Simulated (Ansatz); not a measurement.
Input and command of a plane-wave DFT calculation in Ansatz:

```yaml
crystal:
  lattice:
    - [-1.655654, 1.655654, 1.52320168]
    - [1.655654, -1.655654, 1.52320168]
    - [1.655654, 1.655654, -1.52320168]
  atoms:
    - { symbol: Ag, position: [0.0, 0.0, 0.0] }
basis:
  ecutwfc: 420
kpoints:
  mp_grid: { grid: [20, 20, 20] }
hamiltonian:
  xc: pbesol
scf:
  occupations: { method: gaussian, width: 0.15 }
output:
  forces: true
  stress: true
  eigenvalues: true
  write_density: true
  write_potential: true
  elf: true
  volumetric_format: npy
```

```bash
ansatz run input.yaml --threads 1 --pin off --max-ram 2560MiB --backend cpu --events-out ev --progress --plain --runs-dir out
```

Processor: Intel(R) Xeon(R) 6975P-C (Granite Rapids), 1 thread, on a host shared with other jobs.

**Question.** Estimate time, memory and problem size.

**Answer.** About 5 s on 1 thread of Intel(R) Xeon(R) 6975P-C (Granite Rapids) (shared host), peak memory 0.47 GiB. It solves 14 bands at 641 k points (the mesh reduced by symmetry) with about 337 plane waves, in 6 SCF iterations.
